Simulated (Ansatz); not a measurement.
Input:

C (diamond, Fd-3m), a = 3.560 Å, b = 3.560 Å, c = 3.560 Å, α = 90.00°, β = 90.00°, γ = 90.00°; the cell used has 2 atoms.

This is the r²SCAN-relaxed structure.

Q: All from the program Ansatz at the r²SCAN level (PAW), unless another level is named. Estimate the hole effective mass, band 2 of 3 at the edge.

A: 0.28 along [100], 0.28 along [110], 0.65 along [111] (mₑ).

Q: Predict the band gap.

A: 4.36 eV (indirect).

Q: What about the valence-band maximum?

A: at Γ.

Symmetry was held in the r²SCAN relaxation.

Potentials: the later of the program's two PAW sets.
